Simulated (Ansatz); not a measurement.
Polymorphs of SiMo₂, each relaxed with DFT-PBE in the program Ansatz with PAW potentials:

A: P4/nmm
a = b = 3.6415 Å, c = 6.8383 Å, α = β = γ = 90.00°

```csv
atom,site,symmetry,x,y,z
Mo,2a,-4m2,0.0000,0.0000,0.0000
Mo,2c,4mm,0.5000,0.0000,0.3414
Si,2c,4mm,0.0000,0.5000,0.2881
```

B: P6_3/mmc
a = b = 4.4612 Å, c = 5.1147 Å, α = β = 90.00°, γ = 120.00°

| atom | site | symmetry | x | y | z |
|---|---|---|---|---|---|
| Si | 2c | -6m2 | 0.3333 | 0.6667 | 0.2500 |
| Mo | 2a | -3m. | 0.0000 | 0.0000 | 0.0000 |
| Mo | 2d | -6m2 | 0.6667 | 0.3333 | 0.2500 |

Task: Put the candidates in order of energy per atom at 0 K, lowest first, for PBE.

Result: A (+0 meV/atom), B (+100 meV/atom)

Constructed cells (a structure type filled with these elements, in neither database checked): A; B. All cells were relaxed under the symmetry of their starts (and spin orders); stability against distortions was not tested throughout. Rows with no word on spin ran without spin polarisation. Scalar-relativistic: spin–orbit coupling is off unless named, which matters more the heavier the elements.

Energies hold the estimated change up to a 700 eV cutoff; steps of a few meV lie near the error of the meshes.

Potentials: the later of the program's two PAW sets.
